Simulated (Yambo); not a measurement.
Yambo run on RbCdF$_{3}$ (cubic perovskite, space group Pm-3m, No. 221). The wavefunctions are PBEsol (pw.x of Quantum ESPRESSO, ONCV potentials, with spin-orbit coupling) ones on a 2×2×2 mesh (50 occupied bands); a = b = c = 4.425 Å, α = β = γ = 90.00°.

Yambo input:

```
rim_cut
gw0
dyson
el_el_corr
HF_and_locXC
cohsex
em1s
RandQpts= 1000000
RandGvec= 1 Ry
EXXRLvcs= 102 Ry
VXCRLvcs= 408 Ry
Chimod= "HARTREE"
% BndsRnXs
 9 | 264 |
%
NGsBlkXs= 7 Ry
% LongDrXs
 1.0 | 1.0 | 1.0 |
%
ExtendOut
% QPkrange
 1 | 1 | 50 | 51 |
 4 | 4 | 50 | 50 |
%
```

k points by index: 1 = Γ, 4 = R.

The o-*.qp file then holds:

```
#    K-point    Band    Eo [eV]    E [eV]    E-Eo [eV]    Vxc [eV]    Vnlxc [eV]    Sc|Eo [eV]    Re(Z)    Im(Z)
#
    1    50    -1.508031    -5.293726    -3.785695    -21.85939    -29.51153    3.866448    1.000000    0.000000
    1    51    3.068531    3.604292    0.535761    -11.97504    -7.158066    -4.281215    1.000000    0.000000
    4    50    0.000000    -3.245468    -3.245468    -25.56622    -32.23686    3.425172    1.000000    0.000000
```
(The two width columns are left out.) Convergence of these settings isn't established.

Geometry of the Materials Project entry, not relaxed at this level.

The structure is a Materials Project entry; no match was found in the copy of COD used, and its stability was not checked.
